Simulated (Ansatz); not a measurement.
Relaxation of a relaxed GaCuSe2 cell squeezed uniformly to 80 % of its volume; 8 atoms in the cell, which starts as I-42d (No. 122), tI16; a = b = 5.2656 Å, c = 10.4564 Å, α = β = γ = 90.00°. Level of theory: PBE (plane waves to 420 eV, PAW, scalar-relativistic; Ansatz, an electronic-structure program). Γ-centred k-mesh 6×6×6 on the run's cell (coarser than for final values), Fermi–Dirac smearing 0.05 eV. This is the first round of the run. 

The optimiser's lines from the output (shortened; P is positive under compression):

```
relax step   1: F+E_penalty+E_count = -42694.49196264 eV  Δ(F+E_penalty+E_count) = +0.000e0 eV  max|allowed force component| = 2.514e-1 eV/Å  Δτ_max = 0.0000 Å  P = +23.089 GPa  Ω = 144.962 Å³  (12 SCF iters, dr2 threshold 1.00e-7 eV, accepted)
relax step   2: F+E_penalty+E_count = -42696.33705585 eV  Δ(F+E_penalty+E_count) = -1.845e0 eV  max|allowed force component| = 1.035e-1 eV/Å  Δτ_max = 0.0162 Å  P = +6.043 GPa  Ω = 166.825 Å³  (9 SCF iters, dr2 threshold 8.00e-7 eV, accepted)
relax step   3: F+E_penalty+E_count = -42696.55893057 eV  Δ(F+E_penalty+E_count) = -2.219e-1 eV  max|allowed force component| = 5.575e-2 eV/Å  Δτ_max = 0.0077 Å  P = +1.709 GPa  Ω = 176.277 Å³  (9 SCF iters, dr2 threshold 8.00e-7 eV, accepted)
relax step   4: F+E_penalty+E_count = -42696.58256537 eV  Δ(F+E_penalty+E_count) = -2.363e-2 eV  max|allowed force component| = 1.936e-2 eV/Å  Δτ_max = 0.0058 Å  P = +0.209 GPa  Ω = 180.332 Å³  (7 SCF iters, dr2 threshold 8.00e-7 eV, accepted)
relax step   5: F+E_penalty+E_count = -42696.58290028 eV  Δ(F+E_penalty+E_count) = -3.349e-4 eV  max|allowed force component| = 5.018e-3 eV/Å  Δτ_max = 0.0020 Å  P = +0.005 GPa  Ω = 180.934 Å³  (6 SCF iters, dr2 threshold 1.21e-7 eV, accepted)
relax step   6: F+E_penalty+E_count = -42696.59626066 eV  Δ(F+E_penalty+E_count) = -1.336e-2 eV  max|allowed force component| = 3.628e-3 eV/Å  Δτ_max = 0.0000 Å  P = +0.084 GPa  Ω = 180.934 Å³  stress off target by 8.68e-2 GPa  SCF on the basis re-selected at this cell (its energy is not comparable with the rows above)  (12 SCF iters)
relax step   7: F+E_penalty+E_count = -42696.59625984 eV  Δ(F+E_penalty+E_count) = +8.204e-7 eV  max|allowed force component| = 1.691e-5 eV/Å  Δτ_max = 0.0006 Å  P = +0.003 GPa  Ω = 181.183 Å³  (6 SCF iters, dr2 threshold 1.88e-8 eV, accepted)
relax step   8: F+E_penalty+E_count = -42696.59634365 eV  Δ(F+E_penalty+E_count) = -8.381e-5 eV  max|allowed force component| = 2.890e-5 eV/Å  Δτ_max = 0.0000 Å  P = +0.002 GPa  Ω = 181.183 Å³  stress off target by 2.46e-3 GPa  SCF on the basis re-selected at this cell (its energy is not comparable with the rows above)  (8 SCF iters)
```

From the first to the last row the energy changes by -0.26 eV/atom and the volume by +25.0 %. The last row is marked as not comparable with the walk above it, whose basis was carried along; it does compare with step 1, since both stand on a basis selected at the nominal cutoff for their own cell.

Later rounds, restarted from the end of this one on a renewed k-mesh, logged 2 more steps and released under 0.01 eV/atom more. The final structure after all rounds: I-42d (No. 122), tI16, chalcopyrite type; a = b = 5.672 Å, c = 11.263 Å, α = β = γ = 90.00°. Between re-selections the logged energies stand on a plane-wave basis carried along with the cell. No spin polarisation in the result.

The run could not lose the symmetry of its start.
